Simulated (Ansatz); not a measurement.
# Mn$_{2}$ZnAs$_{2}$, a database entry at a rescaled volume

```
CELL_PARAMETERS angstrom
4.11463 0.00000 0.00000
-2.05731 3.56337 0.00000
0.00000 0.00000 6.59706
ATOMIC_POSITIONS crystal
Mn 0.33330 0.66670 0.36944
Mn 0.66670 0.33330 0.63056
As 0.33330 0.66670 0.76793
As 0.66670 0.33330 0.23207
Zn 0.00000 0.00000 0.00000
```

The numbers come from plane-wave PAW DFT (Ansatz): r2SCAN, no spin polarisation, 500 eV, 9×9×5 Γ-centred k points, fermi-dirac occupations (width 0.1 eV). Nothing was relaxed.

Contacts: Mn–As at 2.54 Å: least valence density 0.39 e/Å³ and ELF 0.43 there. As–Zn at 2.83 Å: least valence density 0.21 e/Å³ and ELF 0.28 there. Mn–Mn at 2.93 Å: least valence density 0.21 e/Å³ and ELF 0.40 there. These are pseudo-fields; inside the PAW spheres they differ from the all-electron ones.
Electronic structure: It is a metal, with about 9 states/eV a cell as the mean within 0.25 eV of the Fermi level, mostly Mn d (91 %).
Stress: The pressure is -19.0 GPa (compression positive), so with the atoms held at these fractions the cell would first shrink; the forces are large, so a full relaxation may end otherwise. The principal stresses -20.8, -18.1, -18.1 GPa differ, so its shape would change too.
Formation energy: 0.71 eV an atom against the elements' usual phases (free molecules for gases, crystals otherwise, with no correction for O₂ or N₂), so at this geometry it isn't bound against them. Relaxing would lower it.
Forces: The largest is on As3 (and as large on other atoms): 2.23 eV/Å, components (0.00, 0.00, -2.23). It makes 69° with the line to a nearest neighbour, Mn2 at 2.54 Å.
Charges: Bader charges in e: Mn +0.55, Zn +0.64, As -0.87. In the mean Zn gives up most and As takes most.

Origin: a database entry at a rescaled volume. Caveats: no spin polarisation, so a magnetic state may lie lower; forces this large suggest misplaced atoms in the database entry; atoms or cell far from equilibrium.
